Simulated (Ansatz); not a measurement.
# Bi (I4/mmm), tetragonal deformation path

All numbers below come from DFT LDA, scalar-relativistic, plane waves, PAW in Ansatz 0.2.0. Settings: plane waves to 420 eV, k-mesh 12×12×12 (Γ-centred), Gaussian smearing 0.05 eV. Spin–orbit coupling is left out, which can shift energies with elements as heavy as these. No spin polarisation. Energies are free energies at this smearing, counted from the undisturbed cell; pressure is positive in compression.

The starting cell (as given, not relaxed at this level; it stands at -0.4 GPa; this form isn't the usual structure):

```yaml
crystal:
  lattice:
    - [-4.25748, 4.25748, 1.43056]
    - [4.25748, -4.25748, 1.43056]
    - [4.25748, 4.25748, -1.43056]
  atoms:
    - { symbol: Bi, position: [0.00000, 0.00000, 0.00000] }
```

The cell holds chains and no dispersion correction was added, so their binding is poorly described.

At fixed volume and fractional coordinates, lengths along (0.000, 0.000, 1.000) are scaled against those across it; ρ is that ratio over its starting value. The cell is metallic on the mesh throughout.

```
    ρ  ΔE (meV/atom)
0.850          400.8
0.920          112.0
1.000            0.0
1.100          129.0
1.200          386.0
```